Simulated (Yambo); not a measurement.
A G0W0@LDA run in Yambo for Be3N2 (space group P6_3/mmc, No. 194) (6×6×2 Γ-centred k mesh, bands 7 to 135 and a 8 Ry block in the screening, 135 bands in G with the Bruneval-Gonze terminator, plasmon pole fitted at 27.2 eV) gives these matrix elements, in eV, at the band edges (Γ → M):

| state | E0 | <Vxc> | <Σx> | <Σc(E0)> | Z |
|---|---|---|---|---|---|
| valence edge | 0.000 | -17.621 | -21.535 | 3.025 | 0.808 |
| conduction edge | 3.291 | -11.559 | -6.662 | -3.825 | 0.843 |

### Question
Solve the linearised quasiparticle equation for both states, give the gap, and say how exchange and correlation each act on it.

### Answer
E = E0 + Z(Σx + Σc − Vxc). Valence: 0.000 + 0.808 × (-21.535 + (3.025) − (-17.621)) = -0.72 eV. Conduction: 3.291 + 0.843 × (-6.662 + (-3.825) − (-11.559)) = 4.19 eV. The gap is 4.91 eV, against 3.29 eV in LDA. Replacing Vxc by bare exchange alone would open it by 8.81 eV; correlation takes back 6.85 eV of that, and Z scales what is left. Nearest settings tried, and what they do to the gap: 106 bands in W, 106 bands in G: +9 meV; 6 Ry block (123 vectors against 203): -157 meV; 6×6×1 mesh: +19 meV. So the settings aren't converged at that level. 

Geometry of the Materials Project entry, not relaxed at this level; primitive cell a = b = 2.842 Å, c = 9.747 Å, α = β = 90.00°, γ = 120.00°.

The structure is a Materials Project entry; no match was found in the copy of COD used, and its stability was not checked.
